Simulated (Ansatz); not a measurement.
PtRhN$_{2}$ (R-3m), relaxed with r²SCAN (Ansatz, a program for electronic structure, plane waves, PAW): a = b = 2.9218 Å, c = 18.5402 Å, α = β = 90.00°, γ = 120.00°.

- ΔH_f (eV/atom): 0.50
- B₀ by P(V) fit (GPa): 236

Q: The same phase is relaxed and computed with PBE in the same code. What are the cell and these values now?

A: a = b = 2.942 Å, c = 18.642 Å, α = β = 90.00°, γ = 120.00°.

- ΔH_f (eV/atom) = 0.57
- B₀ by P(V) fit (GPa) = 214

Typed or built starts, not in the databases checked: PtRhN2, R-3m (Rh on 3b, Pt on 3a, N on 6c). Began spin-polarised and lost the moments: PtRhN2, R-3m (Rh on 3b, Pt on 3a, N on 6c) with r²SCAN; PtRhN2, R-3m (Rh on 3b, Pt on 3a, N on 6c) with PBE. All cells were relaxed under the symmetry of their starts (and spin orders); stability against distortions was not tested throughout. Scalar-relativistic: spin–orbit coupling is off unless named, which matters more the heavier the elements.

Potentials: the later of the program's two PAW sets.

Ansatz is a plane-wave DFT program.

Formation energies count from the lowest solids of the elements computed at the same level, not from gases.
